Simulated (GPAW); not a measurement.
Cr3Ge: energy against volume and a worked fit

```cif
data_structure
_symmetry_space_group_name_H-M 'P 1'
_symmetry_Int_Tables_number 1
_cell_length_a 4.5494
_cell_length_b 4.5494
_cell_length_c 4.5494
_cell_angle_alpha 90.000
_cell_angle_beta 90.000
_cell_angle_gamma 90.000
_cell_volume 94.16
loop_
_atom_site_label
_atom_site_type_symbol
_atom_site_fract_x
_atom_site_fract_y
_atom_site_fract_z
_atom_site_occupancy
Ge1 Ge 0.50000 0.50000 0.50000 1
Ge2 Ge 0.00000 0.00000 0.00000 1
Cr1 Cr 0.50000 0.25000 0.00000 1
Cr2 Cr 0.50000 0.75000 0.00000 1
Cr3 Cr 0.00000 0.50000 0.75000 1
Cr4 Cr 0.00000 0.50000 0.25000 1
Cr5 Cr 0.75000 0.00000 0.50000 1
Cr6 Cr 0.25000 0.00000 0.50000 1
```

The cell comes from a database or a generator and needn't be the stable form of this composition.

The cell was scaled at fixed shape and fractions and run with GPAW, PAW data sets generated for this functional, cutoff 600 eV; PBEsol, k mesh 6 × 6 × 6 on the cell of 8 atoms, fermi-dirac occupations of 0.05 eV, collinear spin, ferromagnetic start, no spin-orbit coupling. Energies are those that the program minimises, any entropy of the smearing included. For a metal such a mesh isn't converged to the digits shown. The moments vanished.

| V (Å³/atom) | energy over the lowest row (meV/atom) |
| --- | --- |
| 11.0637 | 24.16 |
| 11.2991 | 7.69 |
| 11.5344 | 0.00 |
| 11.7698 | 0.16 |
| 12.0052 | 7.42 |
| 12.2406 | ? |
| 12.4760 | 40.28 |

Q: Fit the third-order Birch-Murnaghan form, give V0, B0 and B′, and predict the energy left open.

A: With y = (V0/V)^(2/3), E = E0 + (9 V0 B0/16) [(y - 1)³ B′ + (y - 1)² (6 - 4y)]. Least squares through the rows shown give V0 = 11.6455 Å³/atom, E0 = -0.85 meV, B0 = 251.7 GPa (1 eV/Å³ = 160.218 GPa) and B′ = 4.35, with a largest miss of 0.01 meV. At V = 12.2406 the form with these constants gives 21.00 meV; the run gave 21.00 meV an atom.
